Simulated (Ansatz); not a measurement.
# Wurtzite alloy of AlN and SiC (39 of 48 Al sites, 39 of 48 N sites exchanged), 96 atoms

Ansatz, PAW, plane waves. PBEsol relaxation of cell lengths and atoms (angles held) at the single k point (¼, ¼, ¼) without its symmetry partners; single points on the relaxed atoms at the Γ point alone, onto which points of the small cell's zone fold. Arrangement: quasirandom. No spin–orbit coupling unless named.

Relaxed structure:

```xyz
96
Lattice="9.2553 0.0000 0.0000 0.0000 10.7060 0.0000 0.0000 0.0000 10.0878" Properties=species:S:1:pos:R:3 pbc="T T T"
Si    1.5422    0.8782    2.5190
Si    1.5474    0.8800    7.5776
Si    0.0111    3.5871    2.5258
Si    0.0015    3.5654    7.5736
Si    4.6143    0.8910    2.4999
Si    4.6003    0.9010    7.5662
Si    3.0628    3.5489    7.5662
Si    1.5629    6.2441    2.5241
Si    1.5233    6.2354    7.5766
Si    0.0138    8.9353    2.4925
Si    9.2457    8.9338    7.6029
Si    7.7251    0.8907    7.6152
Si    6.1600    3.5783    2.5048
Si    6.1720    3.5723    7.5389
Si    4.6519    6.2283    2.5210
Si    4.6344    6.2204    7.5578
Si    3.0973    8.9431    7.5493
Si    7.6652    6.2247    2.5406
Si    7.7107    6.2235    7.5793
Si    6.1803    8.9576    7.5866
Si    0.0283    1.7891    0.0676
Si    3.0768    1.7709    0.0368
Si    1.5611    4.4812    5.0014
Si    1.5239    4.4755    0.0303
Si    9.2475    7.1014    0.0468
Si    6.1603    1.7654    5.0024
Si    6.1456    1.7781    0.0385
Si    4.6012    4.4417    5.0278
Si    4.5929    4.4588    0.0233
Si    3.1027    7.1277    4.9728
Si    3.0821    7.1295    0.0288
Si    1.5514    9.8027    4.9841
Si    1.5704    9.8093    0.0317
Si    7.7071    4.4683    5.0065
Si    7.7521    4.4644    0.0249
Si    6.1538    7.1459    5.0232
Si    4.6520    9.8033    5.0215
Si    4.6536    9.8601    0.0252
Si    7.6839    9.8305    0.0370
Al    3.0677    3.5722    2.5203
Al    7.7066    0.9236    2.5255
Al    3.1183    8.9270    2.5131
Al    6.1492    8.8969    2.5273
Al    9.2545    1.7928    4.9887
Al    3.0812    1.7636    4.9999
Al    9.2410    7.1623    4.9745
Al    6.1673    7.1359    0.0222
Al    7.7024    9.8455    5.0364
C     0.0641    1.8334    1.9078
C     3.0652    1.7085    1.8781
C     3.0467    1.7768    7.0144
C     1.4511    4.5325    1.8628
C     1.5154    4.4889    6.9412
C     9.2322    7.1637    1.9223
C     6.1088    1.8474    1.8625
C     6.2000    1.7865    6.9469
C     4.7022    4.4982    1.8354
C     4.6230    4.4635    6.9822
C     3.1091    7.0467    1.8545
C     1.4535    9.8208    1.8520
C     1.5032    9.7673    6.9390
C     7.7138    4.4421    1.8863
C     7.7243    4.4503    6.9417
C     6.1689    7.0549    1.9380
C     6.1672    7.1398    6.9845
C     4.6583    9.8984    1.8314
C     4.6273    9.8116    6.9489
C     7.7685    9.8236    7.0359
C     1.5073    0.7780    4.3739
C     1.5152    0.8523    9.4492
C     9.2536    3.6584    4.4122
C     9.2495    3.5391    9.4432
C     4.7157    0.8366    4.3862
C     4.6325    0.9383    9.4387
C     3.0802    3.6366    4.4860
C     3.0766    3.5833    9.4647
C     1.5992    6.2569    4.4284
C     1.5444    6.2902    9.4339
C     7.7303    0.9184    9.5058
C     6.1653    3.5531    4.4193
C     4.6281    6.2265    4.4628
C     3.0829    8.8916    4.5337
C     3.0964    8.8882    9.4286
C     7.6413    6.2214    4.4359
C     7.7882    6.1973    9.4222
C     6.1428    8.8814    4.4916
C     6.1868    8.9959    9.4540
N     9.2513    1.7802    7.0261
N     0.0136    7.1819    7.0277
N     3.0714    7.1114    6.9729
N     7.8045    9.7752    1.8446
N     0.0352    8.9759    4.3262
N     9.2442    8.8984    9.4779
N     7.6487    0.9402    4.4588
N     6.1694    3.6003    9.4330
N     4.5404    6.1870    9.3851
```

What are the mean bond lengths by pair (pairs within 1.2 times the sum of covalent radii, less contacts 15 % beyond the pair's median; cation–cation pairs of compounds aside; long ionic contacts are cut short by that bound)?

Al–C 1.964 ± 0.031 Å (standard deviation, 26 bonds); Al–N 1.967 ± 0.055 Å (standard deviation, 10 bonds); C–Si 1.874 ± 0.037 Å (standard deviation, 130 bonds); N–Si 1.882 ± 0.047 Å (standard deviation, 26 bonds).

What gap lies between the top filled and the lowest empty level in the single points?

HSE06 2.96 eV (3.4 min on 7 threads of Neoverse-V2).
